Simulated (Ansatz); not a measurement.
The end of the path is a generated cell of CdGeAs2: the first start was made by placing the elements on the sites of a structure type, and the end was not matched to a known phase here, so it may be hypothetical.

A geometry of CdGeAs2 away from equilibrium: the start of the relaxation of a generated cell, CdGeAs2 built in the beta-NaFeO2 structure type. The numbers are results of PBEsol (plane waves to 420 eV, PAW, scalar-relativistic; Ansatz, an electronic-structure program), not measurements. Γ-centred k-mesh 3×3×3 on the run's cell (coarser than for final values), Fermi–Dirac smearing 0.05 eV.

```xyz
16
Lattice="7.0334 0.0000 0.0000 0.0000 8.3062 0.0000 0.0000 0.0000 6.6981" Properties=species:S:1:pos:R:3 pbc="T T T"
Cd     0.5838     5.1914     0.0000
Cd     6.4496     3.1148     3.3490
Cd     4.1005     7.2679     0.0000
Cd     2.9329     1.0383     3.3490
Ge     0.5486     1.0383     0.0000
Ge     6.4848     7.2679     3.3490
Ge     4.0653     3.1148     0.0000
Ge     2.9681     5.1914     3.3490
As     0.4783     0.9303     2.4448
As     6.5551     7.3759     5.7938
As     3.9950     3.2228     2.4448
As     3.0384     5.0834     5.7938
As     0.6682     5.3160     2.6457
As     6.3652     2.9902     5.9948
As     4.1849     7.1433     2.6457
As     2.8485     1.1629     5.9948
```

**Question.** Which atoms carry the largest force, and which way does it point?

**Answer.** 0.47 eV/Å, on As13, As14, As15, As16 (atoms numbered as listed); on As13 its components are (-0.07, -0.30, -0.36).

**Question.** What is the pressure?

**Answer.** +1.5 GPa, compression positive.

**Question.** How far above the relaxed end point is this geometry?

**Answer.** 0.01 eV/atom; the path ends in Pna2₁ (No. 33).

No spin polarisation in the result.

The run could not lose the symmetry of its start, so the end can be a saddle point.
